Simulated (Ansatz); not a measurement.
KF:
```
KF
1.0
    0.00000     2.71033     2.71033
    2.71033     0.00000     2.71033
    2.71033     2.71033     0.00000
K F
1 1
Direct
  0.00000   0.00000   0.00000
  0.50000   0.50000   0.50000
```

Relaxed with PBE. Special points in fractions of this cell's reciprocal vectors: Γ (0.000, 0.000, 0.000); X (0.500, 0.000, 0.500); U (0.625, 0.250, 0.625); K (0.375, 0.375, 0.750); L (0.500, 0.500, 0.500); W (0.500, 0.250, 0.750).

Problem. List the band energies nearest the valence-band maximum at these points for plane-wave PAW PBE (Ansatz code).

Solution. In eV from the valence-band maximum; about four levels below and three above (degenerate sets whole), none deeper than 8.9 eV; points with the same levels are listed once.

```tsv
k	below	above
Γ	0.00 0.00 0.00	5.96 10.55 10.55 10.55
X	-0.23 -0.07 -0.07	8.17 10.07 11.47
U	-0.32 -0.21 -0.19	8.86 10.50 10.82
L	-0.74 -0.31 -0.31	8.90 10.29 11.83 11.83
W	-0.37 -0.17 -0.17	9.59 9.59 10.95
```

Space group Fm-3m (rock salt). The cell was relaxed with PBE under the symmetry of its start; phonons on a q-mesh show no instability.

Potentials: the later of the program's two PAW sets.
